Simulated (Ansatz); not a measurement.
Li2MoO3:
Space group P-1 (No. 2); a = 4.934 Å, b = 4.937 Å, c = 5.217 Å, α = 82.14°, β = 71.30°, γ = 62.96°

```tsv
atom	site	symmetry	x	y	z
Li	2i	1	0.1398	0.1929	0.0131
Li	1e	-1	0.5000	0.5000	0.0000
Li	1g	-1	0.0000	0.5000	0.5000
Mo	2i	1	0.6420	0.1387	0.5034
O	2i	1	0.0629	0.8571	0.2731
O	2i	1	0.2770	0.4932	0.7233
O	2i	1	0.4127	0.1762	0.2331
```

Relaxed at zero pressure with plane-wave PAW r²SCAN (Ansatz code).

**Question.** The volume is lowered by 9 % and shape and atoms relax at that volume. What pressure results, and how do the axes share the change?

**Answer.** 14.7 GPa; a -2.7 %, b -2.4 %, c -3.7 %; the energy rises by 34 meV/atom.

**Question.** Give the new structure.

**Answer.** 
Space group P-1 (No. 2); a = 4.8018 Å, b = 4.8187 Å, c = 5.0221 Å, α = 82.27°, β = 70.94°, γ = 62.69°

```csv
atom,site,symmetry,x,y,z
Li,2i,1,0.1383,0.1960,0.0087
Li,1e,-1,0.5000,0.5000,0.0000
Li,1g,-1,0.0000,0.5000,0.5000
Mo,2i,1,0.6456,0.1396,0.5034
O,2i,1,0.0724,0.8465,0.2600
O,2i,1,0.2657,0.4980,0.7309
O,2i,1,0.4079,0.1817,0.2282
```

The phase is kept; no other phase was compared at this pressure.

The workflow started from a Materials Project entry (that database holds measured and hypothetical structures alike); the Crystallography Open Database copy checked does not list it. Entries of such low symmetry are often ordered models of mixed-site phases. Whether it is the stable phase at ambient conditions was not checked. The r²SCAN relaxation kept the symmetry of its start; whether a distortion lowers the energy is not shown. No spin polarisation was allowed. No Hubbard U is applied.

Potentials: the later of the program's two PAW sets.
